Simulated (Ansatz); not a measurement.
The following input was run with Ansatz 0.2.0.

```yaml
crystal:
  lattice:
    - [0.0, 3.0634363628, 3.0634363628]
    - [3.0634363628, 0.0, 3.0634363628]
    - [3.0634363628, 3.0634363628, 0.0]
  atoms:
    - { symbol: Pb, position: [0.0, 0.0, 0.0] }
    - { symbol: S, position: [0.5, 0.5, 0.5] }
basis:
  ecutwfc: 420
kpoints:
  mp_grid: { grid: [10, 10, 10] }
hamiltonian:
  xc: pbe
scf:
  occupations: { method: gaussian, width: 0.02 }
output:
  forces: true
  stress: true
  eigenvalues: true
```

Launched with
```bash
ansatz run input.yaml --threads 1 --pin off --max-ram 2560MiB --backend cpu --events-out ev --progress --plain --runs-dir out
```

Computed with DFT PBE, scalar-relativistic, plane waves, PAW (Ansatz 0.2.0).

Abridged output:

```
Pseudopotentials: kind: paw
Pseudopotential: Pb, paw, valence charge 14, recommended cutoff 420 eV (normal)
Pseudopotential: S, paw, valence charge 6, recommended cutoff 420 eV (normal)
Functional definition: PBE
Crystal: 2 atoms, lattice volume = 57.499 Å³
Basis set: ecut = 420 eV, 1139 PW (Γ), exchange–correlation on 60×60×60 points (8 copies of the dense FFT grid, shifted against one another)
Bands: 14, of which v1, the nominal top of the filled ones, is band 10 counted from 1 (9 counted from 0)
Symmetry: 48 space group operations
Space group: Fm-3m (ITA 225), of the structure as read, at distance tolerance 3.9e-5 Å
k-points: 47 of 1000
Initial density: superposition of atomic densities (neutral atoms: chi_scale 0, normalization atom), corrected by the library's trained network
Initial wavefunctions: pseudopotential atomic-orbital guess
Functional: x = pbe(κ = 0.804, μ = 0.21951497), c = pbe(β = 0.06672455)
SCF iter   1: F=—  HF=-12809.543578 eV  |F-HF|=—  |Δ(HF+E_count)|=         —  Δρ=1.26e-3  dr2=1.75e-3  ethr=1.77e-3  ⟨swp⟩=6.3  Hψ=3924  notcnv=0
SCF iter   2: F=—  HF=-12809.542105 eV  |F-HF|=—  |Δ(HF+E_count)|=   1.47e-3  Δρ=4.72e-4  dr2=1.19e-4  ethr=8.73e-6  ⟨swp⟩=2.0  Hψ=1603  notcnv=0
SCF iter   3: F=—  HF=-12809.542110 eV  |F-HF|=—  |Δ(HF+E_count)|=   4.97e-6  Δρ=1.63e-4  dr2=1.42e-5  ethr=5.94e-7  ⟨swp⟩=2.1  Hψ=1019  notcnv=0
SCF iter   4: F=—  HF=-12809.542103 eV  |F-HF|=—  |Δ(HF+E_count)|=   6.82e-6  Δρ=4.90e-5  dr2=1.54e-6  ethr=7.08e-8  ⟨swp⟩=2.1  Hψ=800  notcnv=0
SCF iter   5: F=-12809.542103 eV  HF=-12809.542103 eV  |F-HF|=1.56e-8  |Δ(HF+E_count)|=   6.56e-7  Δρ=6.98e-6  dr2=3.43e-8  ethr=7.72e-9  ⟨swp⟩=2.7  Hψ=1047  notcnv=0
SCF iter   6: F=-12809.542103 eV  HF=-12809.542103 eV  |F-HF|=3.82e-11  |Δ(HF+E_count)|=   2.21e-9  Δρ=5.12e-7  dr2=1.66e-10  ethr=1.71e-10  ⟨swp⟩=2.0  Hψ=2240  notcnv=0
SCF 1 converged in 6 iterations: F = -12809.542103 eV  dr2 = 1.66e-10
SCF converged after 6 iterations
Free energy (F): -12809.542103 eV
Harris-Foulkes:  -12809.542103 eV  (|F-HF|=3.82e-11)
Internal energy: -12809.542103 eV  (E = F + TS)
E sigma→0 (E₀):  -12809.542103 eV
Fermi energy:    7.248203 eV
--- Per-component energies (eV) ---
  E_band       = -78.606502
  E_kinetic    = 390.942456
  E_local      = -1292.411246  (includes V_loc(G=0)·N_el)
  E_nonlocal   = 378.331661
  E_hartree    = 499.277347
  E_xc         = -317.421076
  E_vxc        = -218.973113  (∫ρ·V_xc dr)
  E_paw        = -11003.162552  (= ΣΔE_a)
  E_vpaw       = -335.051338  (= ΣTr[D̂ρ^β])
  E_aug_tail   = 0.000046  (compensation charges beyond the density's cutoff)
  E_ewald      = -1465.098739
  E_smearing   =  0.000000  (= −TS)
--- Forces (eV/Å), atoms counted from 1 ---
  atom   1  Pb     0.00000000     0.00000000     0.00000000
  atom   2  S      0.00000000     0.00000000     0.00000000
--- Stress (GPa, compression-positive) ---
       -2.712495       0.000000       0.000000
        0.000000      -2.712495       0.000000
        0.000000       0.000000      -2.712495
  P = ⅓ Tr σ = -2.7125 GPa (-27.125 kbar)
--- Band table (eV; the first three rows and the last of 47) ---
  k-point 0: bands = ["-9.7137", "-9.7137", "-9.7137", "-9.6958", "-9.6958", "-5.7812", "0.7953", "5.2783", "5.2783", "5.2783", "11.9152", "11.9152", "11.9152", "13.9262"]
  k-point 1: bands = ["-9.7132", "-9.7119", "-9.7119", "-9.6965", "-9.6965", "-5.7084", "0.5859", "5.3006", "5.3006", "5.4274", "11.1691", "11.4821", "11.4821", "13.8498"]
  k-point 2: bands = ["-9.7121", "-9.7103", "-9.7103", "-9.6951", "-9.6951", "-5.5012", "0.0621", "5.3657", "5.3657", "5.7834", "9.9405", "10.6521", "10.6521", "13.8304"]
  k-point 46: bands = ["-9.7627", "-9.7108", "-9.6928", "-9.6916", "-9.6722", "-4.4415", "-0.5834", "3.0527", "3.5246", "5.8918", "9.5778", "11.4360", "11.7748", "14.1693"]
```

The calculation finished and met its thresholds.

The run took 2.1 s on 1 thread of Arm Neoverse V1 (shared host), peak memory 0.33 GiB.

Spin–orbit coupling is left out, which can shift energies with elements as heavy as these.